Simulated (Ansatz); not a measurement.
GaPt3:
```xyz
8
Lattice="-2.7361 2.7361 3.9400 2.7361 -2.7361 3.9400 2.7361 2.7361 -3.9400" Properties=species:S:1:pos:R:3 pbc="T T T"
Ga     2.7361     0.0000     1.9700
Ga     0.0000     2.7361     1.9700
Pt     1.5786    -1.1575     3.9400
Pt     1.1575     3.8936     0.0000
Pt     1.1575     1.5786     3.9400
Pt     1.5786     1.1575     0.0000
Pt     0.0000     0.0000     5.9099
Pt     0.0000     0.0000     1.9700
```

Relaxed with PBEsol. Special points in fractions of this cell's reciprocal vectors: Γ (0.000, 0.000, 0.000); X (0.000, 0.000, 0.500); P (0.250, 0.250, 0.250); N (0.000, 0.500, 0.000); M (0.500, 0.500, -0.500); S (0.371, 0.629, -0.371); S0 (-0.371, 0.371, 0.371); R (-0.241, 0.241, 0.500); G (0.500, 0.500, -0.241).

Problem. List the band energies nearest the Fermi level at these points for PBEsol in the plane-wave PAW code Ansatz.

Solution. In eV from the Fermi level; about four levels below and three above (degenerate sets whole), none deeper than 8.9 eV; points with the same levels are listed once.

```tsv
k	below	above
Γ	-0.67 -0.67 -0.28 -0.17	0.11 0.60 0.60
X	-0.99 -0.88 -0.87 -0.73	0.52 1.43 1.53
P	-0.89 -0.89 -0.58 -0.58	2.25 2.25 2.74 2.74
N	-1.35 -1.35 -0.32 -0.32	0.60 0.60 1.69 1.69
M	-1.97 -1.97 -1.81 -1.25 -0.39	0.50 1.65 1.65
S	-1.11 -0.82 -0.75 -0.11	1.62 2.63 3.28
R	-1.02 -0.79 -0.50 -0.35	2.23 2.57 2.84
```

Space group I4/mcm. The workflow started from a Materials Project entry (that database holds measured and hypothetical structures alike); the Crystallography Open Database copy checked does not list it. COD files the formula under space group No. 127. Whether it is the stable phase at ambient conditions was not checked. The cell was relaxed with PBEsol under the symmetry of its start; whether a distortion lowers the energy is not shown. The run is not spin-polarised. Scalar-relativistic: spin–orbit coupling is off unless named, which matters more the heavier the elements.

Potentials: the later of the program's two PAW sets.
